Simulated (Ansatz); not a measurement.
Hf4CN3 in space group R-3m (No. 166; Pearson symbol hR8), plane-wave PAW PBE (Ansatz code), all energies at zero smearing, with the estimated change up to a 700 eV cutoff added, with one set of potentials and settings (totals compare only within such a set). Cell of 8 atoms (4 Hf, 1 C, 3 N): -64300.499 eV.

| element | reference phase | E (eV/atom) |
|---|---|---|
| Hf | P6_3/mmc, 2 atoms in the cell | -15721.3637 |
| C | P6_3/mmc, 4 atoms in the cell | -250.9479 |
| N | Pa-3, 8 atoms in the cell | -384.0325 |

Formation energy per atom, worked out: (-64300.499 − 4×(-15721.3637) − 1×(-250.9479) − 3×(-384.0325))/8 = -1.500 eV/atom (-145 kJ per mol of atoms), at 0 K, without zero-point energy or fitted corrections.

The first step of the workflow began from a Materials Project structure, measured or hypothetical; the Crystallography Open Database copy checked does not list it. Its standing as an ambient phase is unchecked. The cell was relaxed with PBE under the symmetry of its start; its stability against distortions is not shown here. No spin polarisation was allowed. The references are the lowest solids computed at this level, not always the standard phases (solids in place of the gases). Scalar-relativistic: spin–orbit coupling is off unless named, which matters more the heavier the elements.

Potentials: the later of the program's two PAW sets.
